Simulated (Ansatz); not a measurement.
Here is the system:

Ti₃AlC:
```cif
data_CAlTi3
_chemical_formula_sum 'Ti3 Al1 C1'
_space_group_name_H-M_alt 'P 1'
_space_group_IT_number 1
_cell_length_a 4.13998
_cell_length_b 4.13998
_cell_length_c 4.13998
_cell_angle_alpha 90.000
_cell_angle_beta 90.000
_cell_angle_gamma 90.000
loop_
_space_group_symop_operation_xyz
  'x, y, z'
loop_
_atom_site_label
_atom_site_type_symbol
_atom_site_fract_x
_atom_site_fract_y
_atom_site_fract_z
_atom_site_occupancy
Ti1 Ti 0.50000 0.50000 0.00000 1
Ti2 Ti 0.00000 0.50000 0.50000 1
Ti3 Ti 0.50000 0.00000 0.50000 1
Al1 Al 0.00000 0.00000 0.00000 1
C1 C 0.50000 0.50000 0.50000 1
```

This is the PBEsol-relaxed structure.

Problem. All from PBEsol in the plane-wave PAW code Ansatz, unless another level is named. Give the Debye temperature from the elastic constants.

Solution. 669 K.

Problem. And the elastic constants (relaxed ions, GPa)?

Solution. C11 = 336, C12 = 77.0, C44 = 88.2.

Space group Pm-3m (anti-perovskite). The first step of the workflow began from a Materials Project structure, measured or hypothetical; the Crystallography Open Database copy checked does not list it. Whether it is the stable phase at ambient conditions was not checked. Symmetry was held in the PBEsol relaxation; whether a distortion lowers the energy is not shown. No spin polarisation was allowed. As this level gives no gap, shear constants depend on the k-mesh and smearing (Fermi–Dirac, 0.1 eV here).

Potentials: the earlier of the program's two PAW sets. The files were generated under PBE; for other functionals the program regenerates the frozen cores, and for LDA and PBEsol the local potential too.
